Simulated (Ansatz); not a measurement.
## Co, a known structure type with other elements, at an estimated volume

```yaml
crystal:
  lattice:
    - [1.24986, 2.16483, 0.00000]
    - [-1.24986, 2.16483, 0.00000]
    - [0.00000, 0.00000, 3.95579]
  atoms:
    - { symbol: Co, position: [0.33333, 0.33333, 0.25000] }
    - { symbol: Co, position: [0.66667, 0.66667, 0.75000] }
```

Level: PBE, no spin polarisation; 420 eV; 15×15×9 Γ-centred mesh; fermi-dirac occupations (width 0.1 eV); Ansatz 0.2.0, fixed geometry.

Question: What does the stress say?

Answer: The pressure is -7.4 GPa (compression positive), so with the atoms held at these fractions the cell would first shrink. The principal stresses -8.9, -8.9, -4.3 GPa differ, so its shape would change too.

Question: Metal or insulator?

Answer: It is a metal, with about 5.7 states/eV a cell as the mean within 0.25 eV of the Fermi level, mostly Co d (99 %).

Question: Describe some of the short contacts.

Answer: Co–Co at 2.45 Å: least valence density 0.36 e/Å³ and ELF 0.29 there. Both are smooth PAW fields, read partly inside the augmentation spheres.

Origin: a known structure type with other elements, at an estimated volume, so it need not be a known compound. Caveats: no spin polarisation, so a magnetic state may lie lower.
